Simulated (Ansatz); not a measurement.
The relaxed structure here is a generated cell of NbRu: the first start was made by placing the elements on the sites of a structure type, and the end was not matched to a known phase here, so it may be hypothetical.

A relaxed cell of NbRu (Cmmm (No. 65)), relaxed on a k-mesh at least as fine as the one used below. Method: PBEsol (plane waves to 420 eV, PAW, scalar-relativistic; Ansatz, an electronic-structure program). Γ-centred k-mesh 4×7×11 on the run's cell (coarser than for final values), Fermi–Dirac smearing 0.05 eV.

```
NbRu
1.0
    6.10975    -6.72090     0.00000
    3.05487     3.36045     0.00000
    0.00000     0.00000     3.01272
Nb Ru
4 4
Direct
  0.11711   0.23423   0.00000
  0.61711   0.23423   0.00000
  0.38289   0.76577   0.00000
  0.88289   0.76577   0.00000
  0.13624   0.72752   0.50000
  0.63624   0.72752   0.50000
  0.36376   0.27248   0.50000
  0.86376   0.27248   0.50000
```

The atoms are displaced along an unstable phonon of this cell by (Å):

```csv
atom,ux,uy,uz
Nb1,0.134,0.033,0.000
Nb2,-0.134,-0.033,0.000
Nb3,0.134,0.033,0.000
Nb4,-0.134,-0.033,0.000
Ru5,0.016,0.149,0.000
Ru6,-0.016,-0.149,0.000
Ru7,0.016,0.149,0.000
Ru8,-0.016,-0.149,0.000
```

Question: What forces (eV/Å) and pressure result?

Answer: 
```csv
atom,Fx,Fy,Fz
Nb1,-0.36,0.27,0.00
Nb2,0.38,-0.06,0.00
Nb3,-0.38,0.06,0.00
Nb4,0.36,-0.27,0.00
Ru5,-0.02,0.42,0.00
Ru6,-0.33,0.62,0.00
Ru7,0.33,-0.62,0.00
Ru8,0.02,-0.42,0.00
```

Pressure +0.9 GPa.

The undisplaced cell is probably no minimum: from this displacement the run went on to P2/m (No. 10), 0.02 eV/atom below it.

No spin polarisation in the result.
